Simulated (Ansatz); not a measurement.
A generator proposed this cell of Cd₃SeS₂.

```cif
data_structure
_symmetry_space_group_name_H-M 'P6/mmm'
_symmetry_Int_Tables_number 191
_cell_length_a 4.4283
_cell_length_b 4.4283
_cell_length_c 10.5247
_cell_angle_alpha 90.000
_cell_angle_beta 90.000
_cell_angle_gamma 120.000
_cell_volume 178.74
loop_
_atom_site_label
_atom_site_type_symbol
_atom_site_symmetry_multiplicity
_atom_site_Wyckoff_symbol
_atom_site_fract_x
_atom_site_fract_y
_atom_site_fract_z
_atom_site_occupancy
Cd1 Cd 3 g 0.50000 0.00000 0.50000 1
Se1 Se 1 b 0.00000 0.00000 0.50000 1
S1 S 2 c 0.33333 0.66667 0.00000 1
```

All numbers below come from DFT PBE, scalar-relativistic, plane waves, PAW (Ansatz 0.2.0). Cutoff 420 eV; k points 6×6×2 on the computed 6-atom cell (Γ-centred); Gaussian smearing, width 0.10 eV; no spin polarisation.

The zero of energy is the elements' standard structures at the same level; no fitted shifts are applied.

**Question.** What does a single point on this coarse mesh give?

**Answer.** The pressure is 57.5 GPa (the mean over three directions, positive in compression), the largest force is 0.00 eV/Å (symmetry fixes the atoms), and the energy is +3.72 eV/atom against the elements. The shortest distance is 2.21 Å.

**Question.** How much does it gain on relaxing, and where does it end?

**Answer.** Relaxing gains about 3.9 eV/atom (the start's value is from the coarse mesh, so the gain is rough) in 40 ionic steps and ends at −0.21 eV/atom on the finer mesh. The symmetry stays P6/mmm (No. 191). The volume per atom shrinks by 19.7 %, from 29.8 to 23.9 Å³. The shortest distance goes from 2.21 Å (Cd–Se and Cd–Cd) to 2.68 Å (Cd–S). The ratio c/a of the conventional cell changes by a factor of 0.24. Conventional cell: a = 6.665 Å, c = 3.730 Å. Cd has 4 S at 2.68 Å, 2 Se at 3.33 Å and 4 Cd at 3.33 Å; Se has 6 Cd at 3.33 Å and 2 Se at 3.73 Å; S is surrounded by 6 Cd at 2.68 Å.

The last run used a 6×6×10 mesh (in the run's order of axes) for its 6-atom cell and Gaussian smearing of 0.10 eV. The reference forms of S and Se are held partly by dispersion forces, which this level lacks. The relaxation can't lower the symmetry of the start. A structure relaxed within its symmetry needn't be a true minimum. Another cell of Cd3SeS2 relaxed alike, in P-4m2, lies 35 meV/atom lower, so this cell isn't the stable form at this level.
